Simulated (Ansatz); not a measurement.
AlN:
```xyz
4
Lattice="3.2923 0.0000 0.0000 -1.6462 2.8513 0.0000 0.0000 0.0000 4.1369" Properties=species:S:1:pos:R:3 pbc="T T T"
Al     0.0000     1.9008     3.1027
Al     1.6462     0.9504     1.0342
N      0.0000     1.9008     1.0342
N      1.6462     0.9504     3.1027
```

Relaxed with r²SCAN. Independent-particle spectrum: no excitons, no local fields, no scissors shift; 0.1 eV broadening; ε₁ of the summed bands alone.

Problem. Tabulate the dielectric function from r²SCAN (plane waves, PAW; program Ansatz).

Solution. 

```tsv
E (eV)	ε₁ xx	ε₂ xx	ε₁ zz	ε₂ zz
0.0	4.13	0.00	4.43	0.00
0.4	4.14	0.00	4.43	0.00
0.8	4.16	0.00	4.45	0.00
1.2	4.18	0.00	4.49	0.00
1.6	4.22	0.00	4.53	0.00
2.0	4.27	0.00	4.60	0.00
2.4	4.34	0.00	4.68	0.00
2.8	4.42	0.00	4.79	0.00
3.2	4.52	0.00	4.93	0.00
3.6	4.65	0.00	5.13	0.00
4.0	4.81	0.00	5.50	0.05
4.4	5.01	0.01	5.63	0.39
4.8	5.28	0.03	5.75	0.50
5.2	5.63	0.07	5.98	0.56
5.6	6.17	0.17	6.37	0.62
6.0	6.71	0.86	7.09	0.75
6.4	6.85	1.50	8.74	1.66
6.8	6.95	1.73	7.83	4.38
7.2	7.18	2.23	6.49	5.03
7.6	8.35	2.85	5.22	4.98
8.0	7.77	4.83	4.95	4.20
8.4	6.90	5.34	6.03	4.06
8.8	8.00	6.07	5.54	6.18
9.2	7.39	11.08	4.19	6.62
9.6	1.20	11.68	3.06	4.57
10.0	-0.22	7.31	5.71	4.89
10.4	-0.11	5.92	3.10	7.01
10.8	0.36	5.31	2.66	6.24
11.2	0.16	5.07	2.17	5.83
11.6	0.65	3.96	3.47	6.24
12.0	2.34	5.28	3.04	7.28
```

Problem. From ε at 6.0 eV (xx: 6.71 + 0.86i), find n, k, the normal reflectivity and the absorption coefficient.

Solution. n = 2.60, k = 0.166, R = 20 %, α = 2kE/ħc = 100000 cm⁻¹.

With all bands, ε∞ without local fields is 4.23 (xx = yy), 4.50 (zz).

Space group P6_3/mmc. The workflow started from a Materials Project entry (that database holds measured and hypothetical structures alike); the Crystallography Open Database copy checked does not list it. It is not the phase usual at ambient conditions (space group No. 186, 216). The r²SCAN relaxation kept the symmetry of its start; whether a distortion lowers the energy is not shown.

Potentials: the later of the program's two PAW sets.
